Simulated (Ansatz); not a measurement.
Structure optimisation: boron, A15

These are results of DFT, BLYP, plane waves (420 eV) with PAW, scalar-relativistic in Ansatz, not measurements. (PAW data from PBE, frozen cores regenerated.)

k-point mesh 7×7×7, Fermi-Dirac smearing 0.1 eV, no spin polarisation. Cell and atoms relax.

Starting structure:

```yaml
crystal:
  lattice:
    - [3.7428346132, 0.0, 0.0]
    - [0.0, 3.7428346132, 0.0]
    - [0.0, 0.0, 3.7428346132]
  atoms:
    - { symbol: B, position: [0.0, 0.0, 0.0] }
    - { symbol: B, position: [0.5, 0.5, 0.5] }
    - { symbol: B, position: [0.25, 0.0, 0.5] }
    - { symbol: B, position: [0.75, 0.0, 0.5] }
    - { symbol: B, position: [0.5, 0.25, 0.0] }
    - { symbol: B, position: [0.5, 0.75, 0.0] }
    - { symbol: B, position: [0.0, 0.5, 0.25] }
    - { symbol: B, position: [0.0, 0.5, 0.75] }
hamiltonian:
  xc: blyp
  pseudopotentials:
    kind: paw
    azcp:
      B: "pseudopotentials/B.paw.azcp"
basis:
  ecutwfc: 420
  fft_grid_basis: typed
kpoints:
  mp_grid: { grid: [7, 7, 7], shift: [0, 0, 0] }
magnetization:
  spin_polarized: false
scf:
  occupations: { method: fermi_dirac, width: 0.1 }
relax:
  max_steps: 60
  f_tol: 0.01
  cell: {}
output:
  write_density: true
  write_potential: true
  elf: true
  volumetric_format: npy
```

**Question.** The pressure at the start is -4.9 GPa. By how much does the volume change?

**Answer.** From 6.55 to 6.39 Å³ per atom, -2.4 %. The final cell has a = 3.712 Å.

**Question.** How much energy does the relaxation gain?

**Answer.** 2.5 meV per atom.
